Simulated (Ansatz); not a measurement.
CuPd (CsCl type, space group No. 221) under volume change, PBEsol (plane waves, PAW; program Ansatz), scaled uniformly.

```
V (Å³/atom)  E − E(relaxed) (meV/atom)  P (GPa)
-----------  -------------------------  -------
11.820                            73.7    22.27
12.209                            30.6    13.42
12.599                             7.2     6.08
12.989                             0.0     0.00
13.378                             6.3    -5.04
13.768                            23.8    -9.23
14.158                            50.6   -12.69
```

Task: What does a third-order Birch–Murnaghan fit give for V₀, B₀ and B′?

Result: V₀ = 12.99 Å³/atom, B₀ = 184 GPa, B′ = 5.2.

Space group Pm-3m (CsCl type). The workflow started from a Materials Project entry (that database holds measured and hypothetical structures alike); the Crystallography Open Database files this formula in space group No. 221, but the cells were not matched. Its standing as an ambient phase is unchecked. The PBEsol relaxation kept the symmetry of its start; of distortions, only those at the zone centre were tested. The run is not spin-polarised.

Potentials: the later of the program's two PAW sets.
